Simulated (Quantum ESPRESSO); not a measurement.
# Ge2AlN3O: finding a planted mistake in a log

A calculation, not a measurement. The program is pw.x of Quantum ESPRESSO 7.5 (plane-wave density functional theory). The cell is made up: 7 atoms on a wurtzite lattice with one site empty, with randomly drawn elements, strain and displacements, not relaxed. PseudoDojo standard norm-conserving files (v0.5 for PBE, v0.4.1 for LDA and PBEsol) set the functional; there is no spin polarisation, spin-orbit coupling or dispersion term, and the masses in the input are unused placeholders.

Intended input:

```
&control calculation='scf', pseudo_dir='./dojo.nc.sr.pbe.v0_5.standard.upf', outdir='./o', disk_io='medium', tprnfor=.true., tstress=.true. /
&system ibrav=0, nat=7, ntyp=4, nbnd=32, ecutwfc=84.00895049, nosym=.true., tot_charge=0,
 occupations='smearing', smearing='fd', degauss=0.0018374661
/
&electrons conv_thr=7.350e-09, electron_maxstep=60, /
ATOMIC_SPECIES
Al 1.0 Al.upf
Ge 1.0 Ge.upf
N 1.0 N.upf
O 1.0 O.upf
CELL_PARAMETERS angstrom
3.1059 0.0 0.0
0.0 5.3796 0.0
0.0 0.0 5.072
ATOMIC_POSITIONS angstrom
Ge -0.0185 0.061 -0.0508
Al 1.4875 0.8707 2.4814
Ge -0.0119 3.6059 2.5976
N 0.0815 0.0122 1.9001
N 1.5144 2.7039 1.8724
N 1.5391 0.9285 4.4464
O 0.0414 3.6188 4.4077
K_POINTS automatic
6 4 4 1 1 1
```

The log is shortened where brackets say so; the opening notice, blank lines, dates and the lines on written files are dropped, and the path of the files is cut. It prints rydbergs, bohrs and kilobars, and counts compression as positive stress. Where no state is partly filled, the Fermi energy that it prints is only some level between the filled and the empty states on the mesh, and need not lie in the true gap.

Log of the intended run:

```
     Program PWSCF v.7.5
     Parallel version (MPI & OpenMP), running on       1 processor cores
     Number of MPI processes:                 1
     Threads/MPI process:                     1
     [start-up lines left out]
     bravais-lattice index     =            0
     lattice parameter (alat)  =       5.8693  a.u.
     unit-cell volume          =     571.8910 (a.u.)^3
     number of atoms/cell      =            7
     number of atomic types    =            4
     number of electrons       =        52.00
     number of Kohn-Sham states=           32
     kinetic-energy cutoff     =      84.0090  Ry
     charge density cutoff     =     336.0358  Ry
     scf convergence threshold =      7.3E-09
     mixing beta               =       0.7000
     number of iterations used =            8  plain     mixing
     Exchange-correlation= PBE
                           (   1   4   3   4   0   0   0)
     [axes and pseudopotential details left out]
   Cartesian axes
     site n.     atom                  positions (alat units)
         1        Ge     tau(   1) = (  -0.0059564   0.0196400  -0.0163560  )
         2        Al     tau(   2) = (   0.4789272   0.2803374   0.7989311  )
         3        Ge     tau(   3) = (  -0.0038314   1.1609839   0.8363437  )
         4        N      tau(   4) = (   0.0262404   0.0039280   0.6117711  )
         5        N      tau(   5) = (   0.4875881   0.8705689   0.6028526  )
         6        N      tau(   6) = (   0.4955407   0.2989472   1.4315979  )
         7        O      tau(   7) = (   0.0133295   1.1651373   1.4191378  )
     number of k points=    48  Fermi-Dirac smearing, width (Ry)=  0.0018
                       cart. coord. in units 2pi/alat
        k(    1) = (   0.0833333   0.0721685   0.0765452), wk =   0.0416667
        k(    2) = (   0.0833333   0.0721685   0.2296357), wk =   0.0416667
     [further k points left out]
     Dense  grid:    59499 G-vectors     FFT dimensions: (  36,  60,  60)
     Estimated max dynamical RAM per process >      73.68 MB
     Initial potential from superposition of free atoms
     starting charge      51.9959, renormalised to      52.0000
     Starting wfcs are   38 randomized atomic wfcs
     total cpu time spent up to now is        8.8 secs
     per-process dynamical memory:    48.1 Mb
     Self-consistent Calculation
     iteration #  1     ecut=    84.01 Ry     beta= 0.70
     Davidson diagonalization with overlap
     ethr =  1.00E-02,  avg # of iterations =  3.0
     total cpu time spent up to now is       28.9 secs
     total energy              =    -456.43344879 Ry
     estimated scf accuracy    <       1.97029160 Ry
     iteration #  2     ecut=    84.01 Ry     beta= 0.70
     Davidson diagonalization with overlap
     ethr =  3.79E-03,  avg # of iterations =  2.6
     total cpu time spent up to now is       43.3 secs
     total energy              =    -456.87906823 Ry
     estimated scf accuracy    <       2.42150325 Ry
     [iterations 3 to 11 left out]
     iteration # 12     ecut=    84.01 Ry     beta= 0.70
     Davidson diagonalization with overlap
     ethr =  1.35E-10,  avg # of iterations =  2.5
     total cpu time spent up to now is      192.9 secs
     total energy              =    -457.34660546 Ry
     estimated scf accuracy    <          8.1E-09 Ry
     iteration # 13     ecut=    84.01 Ry     beta= 0.70
     Davidson diagonalization with overlap
     ethr =  1.55E-11,  avg # of iterations =  2.0
     total cpu time spent up to now is      206.7 secs
     End of self-consistent calculation
     [lines on levels left out]
     the Fermi energy is     9.2934 ev
!    total energy              =    -457.34660546 Ry
     estimated scf accuracy    <          1.4E-09 Ry
     smearing contrib. (-TS)   =       0.00000000 Ry
     internal energy E=F+TS    =    -457.34660546 Ry
     The total energy is F=E-TS. E is the sum of the following terms:
     one-electron contribution =    -217.24620421 Ry
     hartree contribution      =     143.69574200 Ry
     xc contribution           =    -116.36292300 Ry
     ewald contribution        =    -267.43322025 Ry
     convergence has been achieved in  13 iterations
     Forces acting on atoms (cartesian axes, Ry/au):
     atom    1 type  2   force =     0.00916185   -0.04138217   -0.01759968
     atom    2 type  1   force =     0.10451322    0.12154575    0.05271921
     atom    3 type  2   force =    -0.00635980   -0.10076377   -0.03149962
     atom    4 type  3   force =    -0.11419060   -0.03535410   -0.03970229
     atom    5 type  3   force =     0.01425578    0.02109170    0.06939262
     atom    6 type  3   force =    -0.00043969   -0.05116554   -0.03142526
     atom    7 type  4   force =    -0.00694076    0.08602813   -0.00188498
     Total force =     0.272315     Total SCF correction =     0.000061
     Computing stress (Cartesian axis) and pressure
          total   stress  (Ry/bohr**3)                   (kbar)     P=      -22.50
  -0.00000630   0.00021591   0.00009627           -0.93       31.76       14.16
   0.00021591  -0.00025410  -0.00005260           31.76      -37.38       -7.74
   0.00009627  -0.00005260  -0.00019843           14.16       -7.74      -29.19
     init_run     :      7.03s CPU      8.75s WALL (       1 calls)
     electrons    :    182.10s CPU    197.83s WALL (       1 calls)
     forces       :      1.89s CPU      1.92s WALL (       1 calls)
     stress       :      6.22s CPU      6.27s WALL (       1 calls)
     [timing details left out]
     PWSCF        :   3m17.35s CPU   3m34.98s WALL
     JOB DONE.
```

A second run was made from an input with one planted mistake. Its log:

```
     Program PWSCF v.7.5
     Parallel version (MPI & OpenMP), running on       1 processor cores
     Number of MPI processes:                 1
     Threads/MPI process:                     1
     [start-up lines left out]
     bravais-lattice index     =            0
     lattice parameter (alat)  =       5.8693  a.u.
     unit-cell volume          =     571.8910 (a.u.)^3
     number of atoms/cell      =            7
     number of atomic types    =            4
     number of electrons       =        51.00
     number of Kohn-Sham states=           32
     kinetic-energy cutoff     =      84.0090  Ry
     charge density cutoff     =     336.0358  Ry
     scf convergence threshold =      7.3E-09
     mixing beta               =       0.7000
     number of iterations used =            8  plain     mixing
     Exchange-correlation= PBE
                           (   1   4   3   4   0   0   0)
     [axes and pseudopotential details left out]
   Cartesian axes
     site n.     atom                  positions (alat units)
         1        Ge     tau(   1) = (  -0.0059564   0.0196400  -0.0163560  )
         2        Al     tau(   2) = (   0.4789272   0.2803374   0.7989311  )
         3        Ge     tau(   3) = (  -0.0038314   1.1609839   0.8363437  )
         4        N      tau(   4) = (   0.0262404   0.0039280   0.6117711  )
         5        N      tau(   5) = (   0.4875881   0.8705689   0.6028526  )
         6        N      tau(   6) = (   0.4955407   0.2989472   1.4315979  )
         7        O      tau(   7) = (   0.0133295   1.1651373   1.4191378  )
     number of k points=    48  Fermi-Dirac smearing, width (Ry)=  0.0018
                       cart. coord. in units 2pi/alat
        k(    1) = (   0.0833333   0.0721685   0.0765452), wk =   0.0416667
        k(    2) = (   0.0833333   0.0721685   0.2296357), wk =   0.0416667
     [further k points left out]
     Dense  grid:    59499 G-vectors     FFT dimensions: (  36,  60,  60)
     Estimated max dynamical RAM per process >      73.68 MB
     Initial potential from superposition of free atoms
     starting charge      51.9959, renormalised to      51.0000
     Starting wfcs are   38 randomized atomic wfcs
     total cpu time spent up to now is        9.3 secs
     per-process dynamical memory:    43.9 Mb
     Self-consistent Calculation
     iteration #  1     ecut=    84.01 Ry     beta= 0.70
     Davidson diagonalization with overlap
     ethr =  1.00E-02,  avg # of iterations =  3.0
     total cpu time spent up to now is       29.5 secs
     total energy              =    -457.18962655 Ry
     estimated scf accuracy    <       1.68989116 Ry
     iteration #  2     ecut=    84.01 Ry     beta= 0.70
     Davidson diagonalization with overlap
     ethr =  3.31E-03,  avg # of iterations =  2.4
     total cpu time spent up to now is       42.3 secs
     total energy              =    -457.43650856 Ry
     estimated scf accuracy    <       2.34030345 Ry
     [iterations 3 to 12 left out]
     iteration # 13     ecut=    84.01 Ry     beta= 0.70
     Davidson diagonalization with overlap
     ethr =  1.26E-09,  avg # of iterations =  1.2
     total cpu time spent up to now is      199.1 secs
     total energy              =    -457.91352788 Ry
     estimated scf accuracy    <       0.00000003 Ry
     iteration # 14     ecut=    84.01 Ry     beta= 0.70
     Davidson diagonalization with overlap
     ethr =  6.61E-11,  avg # of iterations =  3.3
     total cpu time spent up to now is      213.2 secs
     End of self-consistent calculation
     [lines on levels left out]
     the Fermi energy is     7.3137 ev
!    total energy              =    -457.91352789 Ry
     estimated scf accuracy    <          1.4E-09 Ry
     smearing contrib. (-TS)   =      -0.00113942 Ry
     internal energy E=F+TS    =    -457.91238846 Ry
     The total energy is F=E-TS. E is the sum of the following terms:
     one-electron contribution =    -218.26169521 Ry
     hartree contribution      =     143.20351177 Ry
     xc contribution           =    -115.42098477 Ry
     ewald contribution        =    -267.43322025 Ry
     convergence has been achieved in  14 iterations
     Forces acting on atoms (cartesian axes, Ry/au):
     atom    1 type  2   force =     0.00939709   -0.03076863    0.02105456
     atom    2 type  1   force =     0.10673850    0.09097348    0.03188636
     atom    3 type  2   force =    -0.00806516   -0.05019014   -0.05206972
     atom    4 type  3   force =    -0.11745563   -0.04823083   -0.03801451
     atom    5 type  3   force =     0.01671794    0.00765210    0.07415948
     atom    6 type  3   force =    -0.00127467   -0.04277286   -0.03297187
     atom    7 type  4   force =    -0.00605807    0.07333689   -0.00404431
     Total force =     0.243340     Total SCF correction =     0.000057
     Computing stress (Cartesian axis) and pressure
          total   stress  (Ry/bohr**3)                   (kbar)     P=     -264.76
  -0.00135117   0.00021431   0.00010036         -198.76       31.53       14.76
   0.00021431  -0.00191183  -0.00007390           31.53     -281.24      -10.87
   0.00010036  -0.00007390  -0.00213645           14.76      -10.87     -314.28
     init_run     :      7.41s CPU      9.20s WALL (       1 calls)
     electrons    :    183.23s CPU    203.81s WALL (       1 calls)
     forces       :      2.05s CPU      2.08s WALL (       1 calls)
     stress       :      8.92s CPU      8.97s WALL (       1 calls)
     [timing details left out]
     PWSCF        :   3m21.81s CPU   3m44.41s WALL
     JOB DONE.
```

Question: what was wrong in the second input?

Answer: the cell has the wrong charge. The input lines that differ, file-writing options aside:

```
- &system ibrav=0, nat=7, ntyp=4, nbnd=32, ecutwfc=84.00895049, nosym=.true., tot_charge=0,
+ &system ibrav=0, nat=7, ntyp=4, nbnd=32, ecutwfc=84.00895049, nosym=.true., tot_charge=1,
```

|  | intended run | run with the mistake |
| --- | --- | --- |
| free energy (eV) | -6222.518 | -6230.231 |
| smearing term -TS (eV) | 0.0000 | -0.0155 |
| pressure (GPa) | -2.25 | -26.48 |
| largest force component (eV/Å) | 3.125 | 3.020 |
| largest change of a force component (eV/Å) |  | 1.300 |
| iterations | 13 | 14 |

For scale, a rerun of the intended cell at 1437 eV and a 8 x 6 x 6 mesh moved values by no more than 0.002 eV in energy, 0.02 GPa in stress and 0.004 eV/Å in force. The charged cell sits in a uniform background, so its energy and stress rest on the program's zero of potential.